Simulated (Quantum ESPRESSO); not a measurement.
# Strain and stress in Mg2ZnCaO4

These are calculations, not measurements. They come from pw.x of Quantum ESPRESSO 7.5, a plane-wave density functional program, with PseudoDojo standard norm-conserving files (v0.5 for PBE, v0.4.1 for LDA and PBEsol). The cells are made up: elements, strain and atom displacements were drawn at random, and nothing was relaxed. There is no spin polarisation, spin-orbit coupling or dispersion term.

The cell has 8 sites of a rocksalt lattice. Sites 1 to 4 hold Mg Zn Ca Mg; sites 5 to 8 hold O O O O. Cell vectors in Å: (4.476, 0.046, 0.073); (0.046, 4.560, -0.034); (0.073, -0.035, 4.586). Settings: PBE, cutoff 1143 eV, 4 x 4 x 4 k mesh shifted by half a step, Fermi-Dirac smearing of 0.025 eV.

Each run adds the same strain along x and y to one cell, with the atoms carried along; the vectors above are those of run 4. Stress is positive in tension and P is minus a third of its trace. E is the free energy for each atom above the lowest run shown.

```
run  strain (%)  s_xx (GPa)  s_yy (GPa)  s_zz (GPa)  s_xy (GPa)  P (GPa)  E (meV/atom)
  1       -2.43       -5.13       -1.50        2.03        2.11     1.53          2.18
  2       -1.34       -1.02        2.05        3.76        2.06    -1.60          0.00
  3       -1.08       -0.12        2.83        4.17        2.04    -2.29          0.33
  4        0.41        4.47        6.77        6.36        1.96    -5.87          7.90
  6        1.26        6.71        8.68        7.54        1.92    -7.64         16.14
  7        2.08        8.63       10.31        8.63        1.87    -9.19         26.46
  5        0.65           ?           ?           ?           ?        ?             ?
```

A rerun of one of these cells at 1437 eV and k mesh 6 x 6 x 6 moved values by no more than 0.002 eV in the cell's energy, 0.04 GPa in stress and 0.002 eV/Å in force.

## Worked fit

A parabola through the six runs shown gives s_xx = 3.31 + 2.97 e - 0.203 e² GPa, with e in per cent and a scatter of 0.03 GPa. The slope is a stiffness of 297 ± 3 GPa for each unit of this strain at e = 0, the sum of the responses of s_xx to strain along x and along y. The atoms are clamped, and relaxing them would in general lower it. The error is the larger of the fit's own and the change that a cubic makes, rounded up.

## Withheld run

Question: what s_xx should run 5 give?

The fit gives 5.15 GPa. The calculation gave 5.13 GPa.

```
run,strain (%),s_xx (GPa),s_yy (GPa),s_zz (GPa),s_xy (GPa),P (GPa),E (meV/atom)
5,0.65,5.13,7.33,6.70,1.95,-6.38,9.97
```